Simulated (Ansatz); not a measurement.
Sr₄S₃O: ab initio molecular dynamics

Level of theory: Ansatz, DFT PBEsol, scalar-relativistic, plane waves, PAW. Settings: plane waves to 420 eV, k-mesh 2×2×2 (shifted by 0.5, 0.5, 0.5 steps), Fermi–Dirac smearing 0.039 eV. The mesh is coarse. No spin polarisation.

16 atoms, starting at 1.01 times the perfect crystal's volume (space group Pm-3m, the cell as given, not relaxed at this level); Langevin thermostat at 450 K (friction 0.02 fs⁻¹), fixed cell; 27 steps of 2 fs. The run is short and not equilibrated.

First frame:

```
Sr S O
1.0
    -5.92261    5.92261    0.00000
     0.00000    5.92261   -5.92261
    -5.92261    0.00000   -5.92261
Sr S O
8 6 2
Direct
  0.75000 0.25000 0.25000
  0.25000 0.75000 0.75000
  0.75000 0.75000 0.75000
  0.25000 0.25000 0.25000
  0.25000 0.75000 0.25000
  0.75000 0.25000 0.75000
  0.75000 0.75000 0.25000
  0.25000 0.25000 0.75000
  0.50000 0.00000 0.00000
  0.00000 0.50000 0.50000
  0.50000 0.50000 0.00000
  0.00000 0.00000 0.50000
  0.00000 0.50000 0.00000
  0.50000 0.00000 0.50000
  0.50000 0.50000 0.50000
  0.00000 0.00000 0.00000
```

* Mean temperature over the second half: 409 K
* Mean pressure over the second half (kinetic part included): -1.9 GPa
* Mean potential energy above the perfect crystal (as given, at volume ratio 1; besides heat the difference comes from the crystal's own pressure of -2.3 GPa; its own run had another smearing, without effect beside its gap): 27 meV/atom
* Mean-square drift of O from first to last step (mean shift of all atoms removed): 0.16 Å²
* Mean-square drift of S from first to last step (mean shift of all atoms removed): 0.02 Å²
* Mean-square drift of Sr from first to last step (mean shift of all atoms removed): 0.03 Å²

Pair distribution functions g(r), second half of the run, up to half the cell's height:

| r (Å) | O-Sr | S-Sr |
| --- | --- | --- |
| 2.25 | 0.0 | 0.0 |
| 2.35 | 0.8 | 0.0 |
| 2.45 | 0.7 | 0.0 |
| 2.55 | 1.4 | 0.0 |
| 2.65 | 1.5 | 0.0 |
| 2.75 | 3.7 | 1.1 |
| 2.85 | 4.9 | 7.6 |
| 2.95 | 2.9 | 9.8 |
| 3.05 | 6.5 | 7.3 |
| 3.15 | 2.2 | 2.5 |
| 3.25 | 1.5 | 0.0 |
| 3.35 | 1.4 | 0.0 |

Along the run (potential energy from its first value; pressure with the kinetic part):

| t (fs) | T (K) | ΔE_pot (meV/atom) | P (GPa) |
| --- | --- | --- | --- |
| 0.0 | 422 | 0.0 | -2.6 |
| 2.0 | 465 | 0.2 | -2.6 |
| 4.0 | 418 | 0.9 | -2.6 |
| 6.0 | 477 | 2.0 | -2.5 |
| 8.0 | 430 | 3.5 | -2.5 |
| 10.0 | 416 | 5.2 | -2.5 |
| 12.0 | 426 | 7.3 | -2.5 |
| 14.0 | 387 | 9.6 | -2.4 |
| 16.0 | 402 | 11.9 | -2.4 |
| 18.0 | 372 | 14.3 | -2.4 |
| 20.0 | 372 | 16.7 | -2.3 |
| 22.0 | 461 | 18.8 | -2.2 |
| 24.0 | 423 | 20.7 | -2.2 |
| 26.0 | 422 | 22.4 | -2.1 |
| 28.0 | 449 | 24.0 | -2.1 |
| 30.0 | 478 | 25.4 | -2.0 |
| 32.0 | 410 | 25.9 | -2.0 |
| 34.0 | 381 | 26.0 | -2.0 |
| 36.0 | 339 | 26.1 | -2.0 |
| 38.0 | 376 | 26.3 | -1.9 |
| 40.0 | 340 | 26.4 | -1.9 |
| 42.0 | 407 | 25.8 | -1.9 |
| 44.0 | 384 | 24.7 | -1.8 |
| 46.0 | 357 | 23.0 | -1.8 |
| 48.0 | 375 | 21.1 | -1.8 |
| 50.0 | 441 | 19.2 | -1.7 |
| 52.0 | 484 | 17.3 | -1.6 |
| 54.0 | 507 | 15.2 | -1.5 |